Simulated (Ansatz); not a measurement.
HBr in space group Cmc2_1 (No. 36; H on 4a, Br on 4a), plane-wave PAW PBE (Ansatz code), all energies at zero smearing, with the estimated change up to a 700 eV cutoff added, with one set of potentials and settings (totals compare only within such a set). Cell of 4 atoms (2 H, 2 Br): -5599.135 eV.

| element | reference phase | E (eV/atom) |
|---|---|---|
| H | Cmce, 4 atoms in the cell | -15.8838 |
| Br | Cmce, 4 atoms in the cell | -2783.1821 |

Formation energy per atom, worked out: (-5599.135 − 2×(-15.8838) − 2×(-2783.1821))/4 = -0.251 eV/atom (-24 kJ per mol of atoms), at 0 K, without zero-point energy or fitted corrections.

The workflow started from an entry of the Crystallography Open Database (COD), which files this formula under 3 space groups. The cell was relaxed with PBE under the symmetry of its start; whether a distortion lowers the energy is not shown. The substance is a gas or liquid at ambient conditions. The volume moved by 29 % from the start of the relaxation. A crystal of weakly bound molecules computed without a dispersion correction: the cell and the soft elastic constants depend strongly on that. The references are the lowest solids computed at this level, not always the standard phases (solids in place of the gases).

Potentials: the later of the program's two PAW sets.
